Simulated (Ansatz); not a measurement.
KMgF3:
```cif
data_F3KMg
_chemical_formula_sum 'K1 Mg1 F3'
_space_group_name_H-M_alt 'Pm-3m'
_space_group_IT_number 221
_space_group_name_Hall '-P 4 2 3'
_cell_length_a 3.99125
_cell_length_b 3.99125
_cell_length_c 3.99125
_cell_angle_alpha 90.000
_cell_angle_beta 90.000
_cell_angle_gamma 90.000
loop_
_atom_site_label
_atom_site_type_symbol
_atom_site_symmetry_multiplicity
_atom_site_Wyckoff_symbol
_atom_site_fract_x
_atom_site_fract_y
_atom_site_fract_z
_atom_site_occupancy
K1 K 1 b 0.50000 0.50000 0.50000 1
Mg1 Mg 1 a 0.00000 0.00000 0.00000 1
F1 F 3 d 0.00000 0.00000 0.50000 1
```

Relaxed with PBEsol. PBEsol (plane waves, PAW; program Ansatz) gives a gap of 7.12 eV.

Task: What gap does HSE06 give on the same cell (Ansatz, PAW)?

Result: 9.54 eV, 2.43 eV more. The hybrid was solved on a coarser mesh and at special points; its gap is the smallest among all of these.

| k | v1 PBEsol | c1 PBEsol | v1 HSE06 | c1 HSE06 |
|---|---|---|---|---|
| Γ | -0.32 | 7.12 | -0.30 | 9.54 |
| R | 0.00 | 10.31 | ? | ? |
| M | -0.02 | 10.79 | ? | ? |
| X | -0.53 | 9.94 | ? | ? |

Task: Top valence (v1) and lowest conduction level (c1) in eV from each method's valence maximum (which need not be a listed point): supply the withheld HSE06 values.

Result: 
- M, v1 HSE06: -0.02
- M, c1 HSE06: 13.39
- R, v1 HSE06: 0.00
- R, c1 HSE06: 12.86
- X, v1 HSE06: -0.53
- X, c1 HSE06: 12.40

Cost on shared cores: the PBEsol run (SCF on a 7×7×7 mesh, then bands and DOS) very roughly 12 core-seconds, the HSE06 run (SCF on 4×4×4, then a few points) about 60 core-seconds (a rough figure); the tasks are unlike.

Symmetry was held in the PBEsol relaxation; phonons on a q-mesh show no instability.

Potentials: the later of the program's two PAW sets.
